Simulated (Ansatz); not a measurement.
Ansatz (a program for electronic structure) input:

Ansatz 0.2 input:
```yaml
crystal:
  lattice:
    - [3.183278888, 0.0, 0.0]
    - [-1.591639444, 2.7568003844, 0.0]
    - [0.0, 0.0, 5.1837949323]
  atoms:
    - { symbol: Ga, position: [0.6666666667, 0.3333333333, 0.4991047563] }
    - { symbol: Ga, position: [0.3333333333, 0.6666666667, 0.9991047563] }
    - { symbol: N, position: [0.6666666667, 0.3333333333, 0.8758952437] }
    - { symbol: N, position: [0.3333333333, 0.6666666667, 0.3758952437] }
kpoints:
  mp_grid: { grid: [10, 10, 6] }
hamiltonian:
  xc: r2scan
  pseudopotentials: { azcp: { folder: ./paw }, kind: paw }
scf:
  occupations: { method: fixed }
elastic: { mode: relaxed_ion, stencil: two_point, amplitude: 0.005, f_tol: 0.0005 }
output: { polarization: {} }
```

Output (shortened):

```
Pseudopotential: Ga, paw, valence charge 13
Pseudopotential: N, paw, valence charge 5
Functional definition: r2SCAN
Crystal: 4 atoms, lattice volume = 45.491 Å³
Basis set: ecut = 500 eV, 1129 PW (Γ), exchange–correlation on 96×96×160 points (64 copies of the dense FFT grid, shifted against one another)
Bands: 22, of which v1, the nominal top of the filled ones, is band 18 counted from 1 (17 counted from 0)
Symmetry: 12 space group operations
Space group: P63mc (ITA 186), of the structure as read, at distance tolerance 3.6e-5 Å
k-points: 56 of 600 (time reversal used)
SCF 1 converged in 12 iterations: F = -8352.780365 eV  dr2 = 7.35e-14
relax step   1: F+E_penalty+E_count = -8352.78036499 eV  Δ(F+E_penalty+E_count) = +0.000e0 eV  max|allowed force component| = 6.193e-4 eV/Å  Δτ_max = 0.0000 Å  (12 SCF iters, accepted)
Crystal: 4 atoms, lattice volume = 45.491 Å³
SCF 2 converged in 7 iterations: F = -8352.780365 eV  dr2 = 5.92e-14
relax step   2: F+E_penalty+E_count = -8352.78036501 eV  Δ(F+E_penalty+E_count) = -1.639e-8 eV  max|allowed force component| = 4.318e-4 eV/Å  Δτ_max = 0.0000 Å  (7 SCF iters, accepted)
Crystal: 4 atoms, lattice volume = 45.491 Å³
SCF 3 converged in 3 iterations: F = -8352.780365 eV  dr2 = 9.88e-14
Crystal: 4 atoms, lattice volume = 45.491 Å³
SCF 4 converged in 2 iterations: F = -8352.780365 eV  dr2 = 2.87e-14
Crystal: 4 atoms, lattice volume = 45.264 Å³
Symmetry: 4 space group operations
k-points: 124 of 600 (time reversal used)
SCF 5 converged in 11 iterations: F = -8352.778844 eV  dr2 = 2.03e-14
relax step   1: F+E_penalty+E_count = -8352.77884361 eV  Δ(F+E_penalty+E_count) = +0.000e0 eV  max|allowed force component| = 4.872e-2 eV/Å  Δτ_max = 0.0000 Å  (11 SCF iters, accepted)
Crystal: 4 atoms, lattice volume = 45.264 Å³
SCF 6 converged in 9 iterations: F = -8352.778970 eV  dr2 = 5.41e-14
relax step   2: F+E_penalty+E_count = -8352.77897005 eV  Δ(F+E_penalty+E_count) = -1.264e-4 eV  max|allowed force component| = 3.063e-2 eV/Å  Δτ_max = 0.0014 Å  (9 SCF iters, accepted)
Crystal: 4 atoms, lattice volume = 45.264 Å³
SCF 7 converged in 10 iterations: F = -8352.779066 eV  dr2 = 1.90e-14
relax step   3: F+E_penalty+E_count = -8352.77906580 eV  Δ(F+E_penalty+E_count) = -9.575e-5 eV  max|allowed force component| = 5.132e-3 eV/Å  Δτ_max = 0.0020 Å  (10 SCF iters, accepted)
Crystal: 4 atoms, lattice volume = 45.264 Å³
SCF 8 converged in 9 iterations: F = -8352.779069 eV  dr2 = 3.10e-14
relax step   4: F+E_penalty+E_count = -8352.77906938 eV  Δ(F+E_penalty+E_count) = -3.583e-6 eV  max|allowed force component| = 2.830e-4 eV/Å  Δτ_max = 0.0007 Å  (9 SCF iters, accepted)
Crystal: 4 atoms, lattice volume = 45.264 Å³
SCF 9 converged in 2 iterations: F = -8352.779069 eV  dr2 = 9.95e-15
Crystal: 4 atoms, lattice volume = 45.719 Å³
Basis set: ecut = 500 eV, 1137 PW (Γ), exchange–correlation on 96×96×160 points (64 copies of the dense FFT grid, shifted against one another)
SCF 10 converged in 11 iterations: F = -8352.778902 eV  dr2 = 2.01e-14
relax step   1: F+E_penalty+E_count = -8352.77890154 eV  Δ(F+E_penalty+E_count) = +0.000e0 eV  max|allowed force component| = 4.619e-2 eV/Å  Δτ_max = 0.0000 Å  (11 SCF iters, accepted)
Crystal: 4 atoms, lattice volume = 45.719 Å³
SCF 11 converged in 9 iterations: F = -8352.779016 eV  dr2 = 7.60e-14
relax step   2: F+E_penalty+E_count = -8352.77901614 eV  Δ(F+E_penalty+E_count) = -1.146e-4 eV  max|allowed force component| = 2.894e-2 eV/Å  Δτ_max = 0.0014 Å  (9 SCF iters, accepted)
Crystal: 4 atoms, lattice volume = 45.719 Å³
SCF 12 converged in 10 iterations: F = -8352.779104 eV  dr2 = 1.95e-14
relax step   3: F+E_penalty+E_count = -8352.77910434 eV  Δ(F+E_penalty+E_count) = -8.820e-5 eV  max|allowed force component| = 3.229e-3 eV/Å  Δτ_max = 0.0017 Å  (10 SCF iters, accepted)
Crystal: 4 atoms, lattice volume = 45.719 Å³
SCF 13 converged in 9 iterations: F = -8352.779106 eV  dr2 = 1.46e-14
relax step   4: F+E_penalty+E_count = -8352.77910574 eV  Δ(F+E_penalty+E_count) = -1.404e-6 eV  max|allowed force component| = 1.465e-4 eV/Å  Δτ_max = 0.0004 Å  (9 SCF iters, accepted)
Crystal: 4 atoms, lattice volume = 45.719 Å³
SCF 14 converged in 2 iterations: F = -8352.779106 eV  dr2 = 4.99e-15
Crystal: 4 atoms, lattice volume = 45.264 Å³
Basis set: ecut = 500 eV, 1105 PW (Γ), exchange–correlation on 96×96×160 points (64 copies of the dense FFT grid, shifted against one another)
SCF 15 converged in 11 iterations: F = -8352.778700 eV  dr2 = 4.03e-14
relax step   1: F+E_penalty+E_count = -8352.77870037 eV  Δ(F+E_penalty+E_count) = +0.000e0 eV  max|allowed force component| = 5.201e-2 eV/Å  Δτ_max = 0.0000 Å  (11 SCF iters, accepted)
Crystal: 4 atoms, lattice volume = 45.264 Å³
SCF 16 converged in 9 iterations: F = -8352.778813 eV  dr2 = 3.94e-14
relax step   2: F+E_penalty+E_count = -8352.77881284 eV  Δ(F+E_penalty+E_count) = -1.125e-4 eV  max|allowed force component| = 3.605e-2 eV/Å  Δτ_max = 0.0006 Å  (9 SCF iters, accepted)
Crystal: 4 atoms, lattice volume = 45.264 Å³
SCF 17 converged in 10 iterations: F = -8352.778918 eV  dr2 = 1.33e-14
relax step   3: F+E_penalty+E_count = -8352.77891777 eV  Δ(F+E_penalty+E_count) = -1.049e-4 eV  max|allowed force component| = 4.010e-4 eV/Å  Δτ_max = 0.0014 Å  (10 SCF iters, accepted)
Crystal: 4 atoms, lattice volume = 45.264 Å³
SCF 18 converged in 2 iterations: F = -8352.778918 eV  dr2 = 5.72e-15
Crystal: 4 atoms, lattice volume = 45.719 Å³
SCF 19 converged in 11 iterations: F = -8352.778775 eV  dr2 = 3.28e-14
relax step   1: F+E_penalty+E_count = -8352.77877463 eV  Δ(F+E_penalty+E_count) = +0.000e0 eV  max|allowed force component| = 4.706e-2 eV/Å  Δτ_max = 0.0000 Å  (11 SCF iters, accepted)
Crystal: 4 atoms, lattice volume = 45.719 Å³
SCF 20 converged in 9 iterations: F = -8352.778872 eV  dr2 = 4.63e-14
relax step   2: F+E_penalty+E_count = -8352.77887197 eV  Δ(F+E_penalty+E_count) = -9.734e-5 eV  max|allowed force component| = 3.301e-2 eV/Å  Δτ_max = 0.0006 Å  (9 SCF iters, accepted)
Crystal: 4 atoms, lattice volume = 45.719 Å³
SCF 21 converged in 10 iterations: F = -8352.778965 eV  dr2 = 1.60e-14
relax step   3: F+E_penalty+E_count = -8352.77896542 eV  Δ(F+E_penalty+E_count) = -9.345e-5 eV  max|allowed force component| = 3.611e-4 eV/Å  Δτ_max = 0.0014 Å  (10 SCF iters, accepted)
Crystal: 4 atoms, lattice volume = 45.719 Å³
SCF 22 converged in 2 iterations: F = -8352.778965 eV  dr2 = 6.83e-15
Crystal: 4 atoms, lattice volume = 45.491 Å³
Basis set: ecut = 500 eV, 1131 PW (Γ), exchange–correlation on 96×96×160 points (64 copies of the dense FFT grid, shifted against one another)
Symmetry: 2 space group operations
k-points: 172 of 600 (time reversal used)
SCF 23 converged in 10 iterations: F = -8352.779965 eV  dr2 = 5.25e-14
relax step   1: F+E_penalty+E_count = -8352.77996464 eV  Δ(F+E_penalty+E_count) = +0.000e0 eV  max|allowed force component| = 2.750e-2 eV/Å  Δτ_max = 0.0000 Å  (10 SCF iters, accepted)
Crystal: 4 atoms, lattice volume = 45.491 Å³
SCF 24 converged in 9 iterations: F = -8352.779995 eV  dr2 = 1.15e-14
relax step   2: F+E_penalty+E_count = -8352.77999484 eV  Δ(F+E_penalty+E_count) = -3.020e-5 eV  max|allowed force component| = 1.861e-2 eV/Å  Δτ_max = 0.0003 Å  (9 SCF iters, accepted)
Crystal: 4 atoms, lattice volume = 45.491 Å³
SCF 25 converged in 9 iterations: F = -8352.780021 eV  dr2 = 4.16e-14
relax step   3: F+E_penalty+E_count = -8352.78002064 eV  Δ(F+E_penalty+E_count) = -2.580e-5 eV  max|allowed force component| = 9.607e-5 eV/Å  Δτ_max = 0.0007 Å  (9 SCF iters, accepted)
Crystal: 4 atoms, lattice volume = 45.491 Å³
SCF 26 converged in 2 iterations: F = -8352.780021 eV  dr2 = 1.89e-14
Crystal: 4 atoms, lattice volume = 45.491 Å³
SCF 27 converged in 10 iterations: F = -8352.779965 eV  dr2 = 8.17e-14
relax step   1: F+E_penalty+E_count = -8352.77996464 eV  Δ(F+E_penalty+E_count) = +0.000e0 eV  max|allowed force component| = 2.750e-2 eV/Å  Δτ_max = 0.0000 Å  (10 SCF iters, accepted)
Crystal: 4 atoms, lattice volume = 45.491 Å³
SCF 28 converged in 9 iterations: F = -8352.779995 eV  dr2 = 1.17e-14
relax step   2: F+E_penalty+E_count = -8352.77999484 eV  Δ(F+E_penalty+E_count) = -3.020e-5 eV  max|allowed force component| = 1.861e-2 eV/Å  Δτ_max = 0.0003 Å  (9 SCF iters, accepted)
Crystal: 4 atoms, lattice volume = 45.491 Å³
SCF 29 converged in 9 iterations: F = -8352.780021 eV  dr2 = 4.06e-14
relax step   3: F+E_penalty+E_count = -8352.78002064 eV  Δ(F+E_penalty+E_count) = -2.580e-5 eV  max|allowed force component| = 9.607e-5 eV/Å  Δτ_max = 0.0007 Å  (9 SCF iters, accepted)
Crystal: 4 atoms, lattice volume = 45.491 Å³
SCF 30 converged in 2 iterations: F = -8352.780021 eV  dr2 = 1.85e-14
SCF converged after 2 iterations
Stability not checked: this state was not tested for a lower state beside it, because too few of the mixer's solves of this state at the end of the SCF gave a …
Free energy (F): -8352.780365 eV
Harris-Foulkes:  -8352.780365 eV  (|F-HF|=0.00e0)
Internal energy: -8352.780365 eV  (E = F + TS)
E sigma→0 (E₀):  -8352.780365 eV
Fermi energy:    9.470461 eV
--- Per-component energies (eV) ---
  E_band       = -29.932042
  E_kinetic    = 481.168908
  E_local      = -2831.920019  (includes V_loc(G=0)·N_el)
  E_nonlocal   = -105.946277
  E_hartree    = 1798.200590
  E_xc         = -231.725103
  E_vxc        = -280.053215  (∫ρ·V_xc dr)
  E_paw        = -4283.182461  (= ΣΔE_a)
  E_vpaw       = -904.838770  (= ΣTr[D̂ρ^β])
  E_aug_tail   = 0.000047  (compensation charges beyond the density's cutoff)
  E_vtau       = 15.256098  (kinetic-family band-sum trace: ∫τ·v_τ [+ j·A + Jᵃ·Aᵃ] dr)
  E_ewald      = -3178.010789
  E_core_change = -1.365260  (= ΣΔE_core)
  E_smearing   =  0.000000  (= −TS)
  E_closure    =  0.000000  (closes the sum)
  Σ components = -8352.780365   (vs F -8352.780365, Δ=0.00e0)
--- Forces (eV/Å), atoms counted from 1 ---
  atom   1  Ga     0.00000000     0.00000000     0.00042693
  atom   2  Ga     0.00000000     0.00000000     0.00042693
  atom   3  N      0.00000000     0.00000000    -0.00043664
  atom   4  N      0.00000000     0.00000000    -0.00043664
  max |Σ_I F_I| component: 1.94e-5 eV/Å
--- Stress (GPa, compression-positive) ---
        0.005508       0.000000       0.000000
        0.000000       0.005508       0.000000
        0.000000       0.000000       0.005088
  P = ⅓ Tr σ = 0.0054 GPa (0.054 kbar)
--- Band table (eV; the first three rows and the last of 56) ---
  k-point 0: bands = ["-7.3414", "-6.3578", "-4.4062", "-4.3909", "-4.3909", "-4.3237", "-4.3237", "-4.1119", "-4.1119", "-4.0141", "-4.0141", "-2.8805", "2.2834", "8.4028", "8.4028", "9.4345", "9.4705", "9.4705", "11.8220", "14.3050", "19.4449", "20.0754"]
  k-point 1: bands = ["-7.2607", "-6.3985", "-4.3889", "-4.3889", "-4.3821", "-4.3306", "-4.3306", "-4.1031", "-4.1031", "-4.0186", "-4.0186", "-3.1393", "2.7839", "8.4711", "8.4711", "8.6339", "9.3957", "9.3957", "12.4959", "14.3583", "19.2370", "20.1042"]
  k-point 2: bands = ["-7.0437", "-6.5329", "-4.3814", "-4.3814", "-4.3475", "-4.3475", "-4.2868", "-4.0809", "-4.0809", "-4.0323", "-4.0323", "-3.6449", "4.0039", "7.1553", "8.6599", "8.6599", "9.1939", "9.1939", "13.5386", "14.4361", "18.8084", "19.2400"]
  k-point 55: bands = ["-6.1741", "-6.1741", "-4.2627", "-4.2627", "-4.2369", "-4.2369", "-4.1035", "-4.1035", "-4.0591", "-4.0591", "-2.5196", "-2.5196", "3.2194", "3.2194", "5.3412", "5.3412", "7.9193", "7.9193", "16.2769", "16.2769", "17.6196", "17.6196"]
--- Elastic constants: 3 strain directions × 2 members + reference (group order 12) ---
  dense FFT box of the reference and of every strained cell: 24×24×40
  strains applied: 11, 33, 23; error gains …
  reference relaxed by the batch: 2 steps …
  largest displacement 7.8e-6 Å; the constants are those of the deck's cell at these positions:
  atoms:
    - { symbol: Ga, position: [0.6666666666666665, 0.3333333333333333, 0.4991062607589256] }
    - { symbol: Ga, position: [0.3333333333333333, 0.6666666666666666, 0.9991062607589256] }
    - { symbol: N, position: [0.6666666666666665, 0.3333333333333333, 0.8758937392410745] }
    - { symbol: N, position: [0.3333333333333333, 0.6666666666666666, 0.3758937392410744] }
  C = ∂σ_k/∂η_j (tension-positive GPa; Voigt order 11 22 33 23 13 12):
       362.199    132.031     94.394      0.000      0.000      0.000
       132.031    362.199     94.394      0.000      0.000      0.000
        94.376     94.376    399.878      0.000      0.000      0.000
         0.000      0.000      0.000     97.948      0.000      0.000
         0.000      0.000      0.000      0.000     97.948      0.000
         0.000      0.000      0.000      0.000      0.000    115.084
  reference stress σ⁰ (GPa):     -0.006     -0.006     -0.005      0.000      0.000      0.000
  moduli (Voigt/Reuss/Hill, GPa): K = 196.21/196.21/196.21   G = 115.76/112.75/114.26   E = 287.05   ν = 0.256
  mechanically stable: yes (min eigenvalue of sym C = 97.95 GPa)
  e, the proper piezoelectric tensor (elastic.mode: relaxed_ion; C/m²; rows x y z; Voigt order 11 22 33 23 13 12):
       0.00000    0.00000    0.00000    0.00000   -0.28748    0.00000
       0.00000    0.00000    0.00000   -0.28748    0.00000    0.00000
      -0.41036   -0.41036    0.73870    0.00000    0.00000    0.00000
  ±, each entry's uncertainty from the finite density of the strings (C/m²), an estimate: the size of the correction for it that the entry includes:
       0.00000    0.00000    0.00000    0.00000    0.00308    0.00000
       0.00000    0.00000    0.00000    0.00308    0.00000    0.00000
       0.00280    0.00280    0.00245    0.00000    0.00000    0.00000
  strain η (Voigt 11):  stress-route row diagonal C_11 = 362.20 GPa, energy-path curvature d²(F+E_count+ΔE)/dδ²/Ω₀ = 362.22 GPa
         δ    σ_11 (GPa)             F (eV)   n_scf  n_hpsi   n_pw
    -5.000e-3      -1.8355       -8352.7790694       2   22165   1182   relax 4 steps, max|allowed force component| 2.83e-4 eV/Å
     5.000e-3       1.7865       -8352.7791057       2   22206   1182   relax 4 steps, max|allowed force component| 1.46e-4 eV/Å
  strain η (Voigt 33):  stress-route row diagonal C_33 = 399.88 GPa, energy-path curvature d²(F+E_count+ΔE)/dδ²/Ω₀ = 399.90 GPa
         δ    σ_33 (GPa)             F (eV)   n_scf  n_hpsi   n_pw
    -5.000e-3      -2.0214       -8352.7789178       2    9938   1182   relax 3 steps, max|allowed force component| 4.01e-4 eV/Å
     5.000e-3       1.9774       -8352.7789654       2    9956   1182   relax 3 steps, max|allowed force component| 3.61e-4 eV/Å
  strain η (Voigt 23):  stress-route row diagonal C_44 = 97.95 GPa, energy-path curvature d²(F+E_count+ΔE)/dδ²/Ω₀ = 98.00 GPa
         δ    σ_23 (GPa)             F (eV)   n_scf  n_hpsi   n_pw
    -5.000e-3      -0.4897       -8352.7800206       2   30690   1182   relax 3 steps, max|allowed force component| 9.61e-5 eV/Å
     5.000e-3       0.4897       -8352.7800206       2   30734   1182   relax 3 steps, max|allowed force component| 9.61e-5 eV/Å
--- Formal polarisation (Berry phase): one branch of a lattice of values; only differences between neighbouring runs are physical ---
  axis  mesh            electronic          ionic      p = total  spread (rad)  least overlap  resolved gap  δp at fixed H ≤   (phases in cycles; p mod 1 …
  b1    10×10×6         0.00000000    18.00000000    18.00000000      0.000000         0.9032        2.3515           3.7e-6
  b2    10×10×6         0.00000000    18.00000000    18.00000000      0.000000         0.9032        2.3515           3.7e-6
  b3    10×10×6         0.99613373    25.73570017    26.73183390      0.143905         0.9083        2.3515           2.6e-6
  quantum along a1:   0.06997564 e/Å² =   112.113332 µC/cm²
  quantum along a2:   0.06997564 e/Å² =   112.113332 µC/cm²
  quantum along a3:   0.11395149 e/Å² =   182.570407 µC/cm²
  P = (  0.62978074,   1.09081224,   3.04613218) e/Å² = ( 1009.019989,  1747.673886,  4880.441800) µC/cm²  (mod the quanta)
```

Cost: about 7 core-minutes (a rough figure) on shared cores.

Space group P6_3mc (wurtzite). Symmetry was held in the r²SCAN relaxation; phonons on a q-mesh show no instability. Spin–orbit coupling is left out wherever it is not named.

Potentials: the earlier of the program's two PAW sets.

Ansatz is a plane-wave DFT program.
